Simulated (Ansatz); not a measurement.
## TaCo3: pressure against volume

TaCo3, Pm-3m, a = 3.589 Å. The structure is a COD entry; whether it is the stable form wasn't checked. Ansatz: PBEsol, PAW, 420 eV, Γ-centred 12×12×12 mesh on 4 atoms, Gaussian smearing 0.10 eV; no spin polarisation. Symmetry fixes shape and atoms, so the cell is only scaled; pressure is positive in compression.

```
V (Å³/atom) P (GPa)
     10.171    46.32
     10.517    31.73
     10.864    19.37
     11.211     8.88
     11.558    -0.02
     11.904        ?
     12.251   -14.01
     12.713   -21.08
```

Task: Take V0 = 11.558 Å³/atom, count pressures from its P0 = -0.02 GPa, fit the third-order Birch–Murnaghan form to the other rows, and predict the missing pressure.

Result: With the Eulerian strain f = ½[(V0/V)^(2/3) − 1] and y = (P − P0)/[3f(1 + 2f)^(5/2)], the form is the line y = B0 + 1.5 B0 (B0′ − 4) f. Rows (f, y): 0.04448, 280.6; 0.03247, 278.5; 0.02107, 276.7; 0.01026, 274.8; -0.01904, 269.9; -0.03076, 267.5. Means f = 0.009747, y = 274.67; Σ(Δf)² = 0.004321, ΣΔfΔy = 0.7438; the slope is their ratio. y = 273.0 + 172.1 f GPa, so B0 = 273.0 GPa and B0′ = 4 + 2 × (172.1)/(3 × 273.0) = 4.42. At V = 11.904, f = -0.00974, y = 271.32 and P = -7.57 GPa. The run gave -7.58 GPa, so the fit is 0.01 GPa too high, within twice the rms miss on the fitted rows (0.009 GPa).

Spin–orbit coupling is left out, which can shift energies with elements as heavy as these.

Cost: 8 runs of about 2.2 core-minutes in all, on Arm Neoverse N1 (shared hosts).